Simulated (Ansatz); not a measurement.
## Fe: from a starting cell to a relaxed one

The start is a relaxed Fe cell, doubled along one cell vector, shaken by Gaussian noise of σ = 0.08 Å a coordinate. The cell and all atomic positions are relaxed at zero pressure with PBE (plane waves to 420 eV, PAW, scalar-relativistic; Ansatz, a quantum-chemistry and plane-wave program). The first steps use a coarse 8×16×16 k-mesh.

Starting cell:
```
CELL_PARAMETERS angstrom
     -2.83160     2.83160     2.83160
      1.41580    -1.41580     1.41580
      1.41580     1.41580    -1.41580
ATOMIC_POSITIONS crystal
  Fe 0.99183 0.95246 0.05742
  Fe 0.51541 0.02255 0.02819
```
Spin-polarised start, with parallel moments on Fe.

```json
{
 "initial_pressure": "+2.3 GPa (positive: the cell is compressed)",
 "energy_released": "0.06 eV/atom",
 "relative_to_the_parent": "It returns to the parent structure, Im-3m (No. 229)",
 "moments_at_the_end": "net 2.17 μB/atom, ferromagnetic",
 "optimiser_moves": "6"
}
```

The end point of the relaxation:

Space group Im-3m (No. 229); a = b = c = 2.8316 Å, α = β = γ = 90.00°

| atom | site | symmetry | x | y | z |
|---|---|---|---|---|---|
| Fe | 2a | m-3m | 0.0000 | 0.0000 | 0.0000 |
(The calculation used a cell of 1 atom; values per cell refer to that cell.)

Final values are on a 23×23×23 k-mesh of the relaxed cell. Spin state reached: ferromagnetic (net 2.17 μB/atom), from parallel starting moments; other spin orders were not run from this start.

The run could not lose the symmetry of its start.
